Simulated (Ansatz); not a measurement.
Ti:
```
Ti
1.0
   -1.60493     1.60493     1.60493
    1.60493    -1.60493     1.60493
    1.60493     1.60493    -1.60493
Ti
1
Direct
  0.00000   0.00000   0.00000
```

Relaxed with PBEsol.

Q: List the phonon frequencies at the special points (DFPT on a 6×6×6 q-mesh, Fourier-interpolated; plane-wave PAW PBEsol (Ansatz code)).

A: In cm⁻¹.

| q | frequencies |
|---|---|
| Γ | 0 0 0 |
| H | 228 228 228 |
| N | 146i 164 166 |
| P | 75i 75i 75i |

Space group Im-3m (bcc (W type)). This is a known high-temperature phase of the composition, computed here at zero pressure and temperature. The cell was relaxed with PBEsol under the symmetry of its start. At this level the phase is dynamically unstable (imaginary phonons). No spin polarisation was allowed. As this level gives no gap, phonon frequencies hold no LO–TO term and depend on the k-mesh and smearing (Fermi–Dirac, 0.1 eV here).

Potentials: the earlier of the program's two PAW sets. The files were generated under PBE; for other functionals the program regenerates the frozen cores, and for LDA and PBEsol the local potential too.
